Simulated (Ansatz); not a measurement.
CaO (rock salt, space group No. 225), the program Ansatz at the PBE level (PAW). The conduction-band minimum lies at X, with 3 equivalent valleys. Second derivatives d²E/dk² of the lowest band at one valley (eV·Å²), along Cartesian directions:

| direction | d²E/dk² |
|---|---|
| [100] | 5.352 |
| [010] | 17.22 |
| [001] | 17.22 |
| [110] | 11.29 |
| [101] | 11.29 |
| [011] | 17.22 |

Question: Find the principal effective masses, the density-of-states mass and the conductivity mass.

Answer: Off-diagonal terms follow from H_xy = H[110] − (H_xx + H_yy)/2, and m*/mₑ = 7.620 eV·Å² over each eigenvalue: 0.44, 0.44, 1.4. One valley's DOS mass (m₁m₂m₃)^(1/3) = 0.65, conductivity mass 3/(Σ 1/mᵢ) = 0.57 mₑ.

Question: What effective density of states Nc follows at 300 K for parabolic valleys?

Answer: Nc = 2.509e19 × 3 × (0.65)^(3/2) ≈ 3.9e19 cm⁻³.

Question: With the computed static dielectric constant 16.7 (mean of the diagonal), estimate a hydrogenic donor's binding energy and radius.

Answer: E = 13.606 eV × 0.57/16.7² ≈ 28 meV; a = 0.529 Å × ε/m* ≈ 15 Å. Semilocal masses tend to be too small where the gap is.

Question: With ε∞ = 3.79 and ω_LO = 537 cm⁻¹, what Fröhlich coupling constant follows?

Answer: α = (1/ε∞ − 1/ε0) √(m* × 13.606 eV/ħω_LO) = 2.2.

Space group Fm-3m (rock salt). The cell was relaxed with PBE under the symmetry of its start; phonons on a q-mesh show no instability.

Potentials: the later of the program's two PAW sets.
